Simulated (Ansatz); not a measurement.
A relaxed cell of Ga2Cu (P4/mmm (No. 123)), relaxed on a k-mesh at least as fine as the one used below. These are PBEsol (plane waves to 420 eV, PAW, scalar-relativistic; Ansatz, an electronic-structure program) values and carry that method's errors. Γ-centred k-mesh 12×12×6 on the run's cell (coarser than for final values), Fermi–Dirac smearing 0.05 eV.

```xyz
3
Lattice="2.8026 0.0000 0.0000 0.0000 2.8026 0.0000 0.0000 0.0000 5.7426" Properties=species:S:1:pos:R:3 pbc="T T T"
Ga     1.4013     1.4013     1.6285
Ga     1.4013     1.4013     4.1140
Cu     0.0000     0.0000     0.0000
```

The atoms are displaced by (Å):

```tsv
atom	ux	uy	uz
Ga1	-0.284	0.287	-0.047
Ga2	-0.163	-0.195	-0.076
Cu3	0.102	-0.321	-0.040
```

### Question
What forces (eV/Å) and pressure result?

### Answer
| atom | Fx | Fy | Fz |
|---|---|---|---|
| Ga1 | 1.63 | -1.47 | 2.61 |
| Ga2 | 0.44 | -0.32 | -0.27 |
| Cu3 | -2.08 | 1.79 | -2.34 |

Pressure +8.0 GPa.

### Question
Estimate the energy cost of the displacement in the harmonic approximation and compare with the calculation.

### Answer
For a harmonic well ΔE = −½ Σ F·u = 0.845 eV a cell, or 282 meV/atom. The calculated energy relative to the undisplaced cell is +0.23 eV/atom, so anharmonic terms matter at this amplitude.

No spin polarisation in the result.

The run that gave the undisplaced cell could not lose the symmetry of its start; a randomly shaken copy of 3 atoms returns to this structure.
